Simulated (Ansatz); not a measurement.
Input and command of a calculation in Ansatz (plane waves; scalar-relativistic PAW potentials unless the input names others):

```yaml
crystal:
  lattice:
    - [3.6400117536, 0.0, 0.0]
    - [0.0, 3.6400117536, 0.0]
    - [0.0, 0.0, 7.1626845016]
  atoms:
    - { symbol: Zr, position: [0.5, 0.0, 0.6405219736] }
    - { symbol: Zr, position: [0.0, 0.5, 0.3594780264] }
    - { symbol: V, position: [0.0, 0.0, 0.0] }
    - { symbol: V, position: [0.5, 0.5, 0.0] }
    - { symbol: Si, position: [0.5, 0.0, 0.2447734821] }
    - { symbol: Si, position: [0.0, 0.5, 0.7552265179] }
basis:
  ecutwfc: 500
kpoints:
  mp_grid: { grid: [10, 10, 6], shift: [0.5, 0.5, 0.5] }
hamiltonian:
  xc: r2scan
scf:
  occupations: { method: fermi_dirac, width: 0.05 }
output:
  forces: true
  eigenvalues: true
  stress: true
```

```bash
ansatz run input.yaml --threads 1 --pin off --max-ram 2560MiB --backend cpu --events-out ev --progress --plain --runs-dir out
```

Abridged log:
```
Pseudopotentials: kind: paw
Pseudopotential: Zr, paw, valence charge 12, recommended cutoff 500 eV (meta_gga)
Pseudopotential: V, paw, valence charge 13, recommended cutoff 500 eV (meta_gga)
Pseudopotential: Si, paw, valence charge 4, recommended cutoff 500 eV (meta_gga)
Functional definition: r2SCAN
Crystal: 6 atoms, lattice volume = 94.903 Å³
Basis set: ecut = 500 eV, 2411 PW (Γ), exchange–correlation on 108×108×216 points (64 copies of the dense FFT grid, shifted against one another)
Bands: 35, of which v1, the nominal top of the filled ones, is band 29 counted from 1 (28 counted from 0)
Symmetry: 16 space group operations
Space group: P4/nmm (ITA 129), of the structure as read, at distance tolerance 4.6e-5 Å
k-points: 45 of 600
Initial density: superposition of atomic densities (neutral atoms: chi_scale 0, normalization atom), corrected by the library's trained network
Initial wavefunctions: pseudopotential atomic-orbital guess
Functional: x = r2scan, c = r2scan; τ floored in thin density (d = 2e-4 eV/Å³)
SCF iter   1: F=—  HF=-15507.034133 eV  |F-HF|=—  |Δ(HF+E_count)|=         —  Δρ=1.51e-2  dr2=2.68e-1  dr2_τ=8.62e-2  ethr=1.77e-3  ⟨swp⟩=5.9  Hψ=5984  notcnv=0  defer=1
SCF iter   2: F=—  HF=-15507.164312 eV  |F-HF|=—  |Δ(HF+E_count)|=   1.30e-1  Δρ=1.02e-2  dr2=2.39e-1  dr2_τ=7.50e-3  ethr=4.63e-4  ⟨swp⟩=2.9  Hψ=3415  notcnv=0  defer=12
SCF iter   3: F=—  HF=-15507.151142 eV  |F-HF|=—  |Δ(HF+E_count)|=   1.32e-2  Δρ=3.77e-3  dr2=1.63e-2  dr2_τ=4.77e-4  ethr=4.12e-4  ⟨swp⟩=2.2  Hψ=2023  notcnv=0  defer=12
SCF iter   4: F=—  HF=-15507.151682 eV  |F-HF|=—  |Δ(HF+E_count)|=   5.40e-4  Δρ=5.67e-4  dr2=5.35e-4  dr2_τ=4.31e-5  ethr=2.81e-5  ⟨swp⟩=2.1  Hψ=2682  notcnv=0  defer=12
SCF iter   5: F=—  HF=-15507.151716 eV  |F-HF|=—  |Δ(HF+E_count)|=   3.39e-5  Δρ=2.07e-4  dr2=4.24e-5  dr2_τ=1.24e-6  ethr=9.22e-7  ⟨swp⟩=2.0  Hψ=2043  notcnv=0  defer=12
SCF iter   6: F=—  HF=-15507.151732 eV  |F-HF|=—  |Δ(HF+E_count)|=   1.51e-5  Δρ=3.26e-5  dr2=1.05e-6  dr2_τ=3.50e-8  ethr=7.30e-8  ⟨swp⟩=2.1  Hψ=2424  notcnv=0  defer=12
SCF iter   7: F=-15507.151732 eV  HF=-15507.151732 eV  |F-HF|=3.52e-8  |Δ(HF+E_count)|=   3.37e-7  Δρ=8.52e-6  dr2=9.43e-8  dr2_τ=2.07e-9  ethr=1.72e-10  ⟨swp⟩=6.8  Hψ=6617  notcnv=0
SCF 1 converged in 7 iterations: F = -15507.151732 eV  dr2 = 9.43e-8
SCF converged after 7 iterations
Free energy (F): -15507.151732 eV
Harris-Foulkes:  -15507.151732 eV  (|F-HF|=3.52e-8)
Internal energy: -15507.124517 eV  (E = F + TS)
E sigma→0 (E₀):  -15507.138124 eV
Entropy (-TS):   -0.027215 eV (-4.536 meV/atom)
Fermi energy:    14.517500 eV
--- Forces (eV/Å), atoms counted from 1 ---
  atom   1  Zr     0.00000000     0.00000000    -0.00182613
  atom   2  Zr     0.00000000     0.00000000     0.00182613
  atom   3  V      0.00000000     0.00000000     0.00000000
  atom   4  V      0.00000000     0.00000000     0.00000000
  atom   5  Si     0.00000000     0.00000000     0.01521377
  atom   6  Si     0.00000000     0.00000000    -0.01521377
--- Stress (GPa, compression-positive) ---
        5.262697       0.000000       0.000000
        0.000000       5.262697       0.000000
        0.000000       0.000000       5.308405
  P = ⅓ Tr σ = 5.2779 GPa (52.779 kbar)
```

Apart from outputs, empty bands and the relaxation, which only the reference makes, the input differs from a reference run on usual settings in scf.occupations.method: "gaussian" → "fermi_dirac"; scf.occupations.width: 0.1 → 0.05; kpoints.mp_grid.shift: not typed → [0.5, 0.5, 0.5]. The reference, at the same geometry, ended its own course with pressure 5.27 GPa, largest force 0.000 eV/Å, no gap on the mesh. This run converged in 7 SCF iterations with an energy at zero smearing 1.21 meV/atom above the reference's, pressure 5.28 GPa, largest force 0.015 eV/Å, no gap on the mesh.

It took 24 s on 1 thread of Arm Neoverse V1, on a shared host, peak memory 0.61 GiB.